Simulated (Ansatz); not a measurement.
**Relaxing a structure of Rh**

The start is a randomly generated symmetric cell of Rh (space group No. 194). The cell and all atomic positions are relaxed at zero pressure with PBEsol (plane waves to 420 eV, PAW, scalar-relativistic; Ansatz, a quantum-chemistry and plane-wave program). The first steps use a coarse 9×9×8 k-mesh.

Initial structure:
```yaml
crystal:
  lattice:
    - [4.04205, 0.00000, 0.00000]
    - [-2.02103, 3.50052, 0.00000]
    - [0.00000, 0.00000, 4.30956]
  atoms:
    - { symbol: Rh, position: [0.66667, 0.33333, 0.25000] }
    - { symbol: Rh, position: [0.33333, 0.66667, 0.75000] }
    - { symbol: Rh, position: [0.00000, 0.00000, 0.00000] }
    - { symbol: Rh, position: [0.00000, 0.00000, 0.50000] }
```

Question: What pressure does the first self-consistent step give?

Answer: +20.9 GPa (positive: the cell is compressed).

Question: By how much does the energy per atom fall from start to end?

Answer: 0.41 eV/atom.

Question: How does the volume change?

Answer: +4.0 %, from 15.24 to 15.85 Å³/atom.

Question: How do the shortest distances between atoms change?

Answer: The closest pairs of elements (up to four, under 3.6 Å), start → end: Rh–Rh 2.15 → 2.52 Å.

Question: Is the relaxed structure metallic? Give its gap.

Answer: No gap (metallic).

Question: Give the final cell and atomic positions.

Answer: 
Space group P6₃/mmc (No. 194); a = 3.7265 Å, b = 3.7265 Å, c = 5.2718 Å, α = 90.00°, β = 90.00°, γ = 120.00°

```
atom  site  symmetry       x       y       z
----  ----  --------  ------  ------  ------
Rh      2d      -6m2  0.6667  0.3333  0.2500
Rh      2a      -3m.  0.0000  0.0000  0.0000
```

The space group stays P6₃/mmc (No. 194) (the run could not lower it), with 4 atoms in the primitive cell. Final values are on a 14×14×9 k-mesh of the relaxed cell. No spin polarisation in the result.

The run could not lose the symmetry of its start: the end is stationary, and may be a saddle point rather than a minimum.

All atoms sit on sites fixed by symmetry, so only the cell could relax.

The relaxed structure here is a generated cell of Rh: the first start was made by a random draw of sites in a space group, and the end was not matched to a known phase here, so it may be hypothetical. Known forms of Rh include space group No. 225.
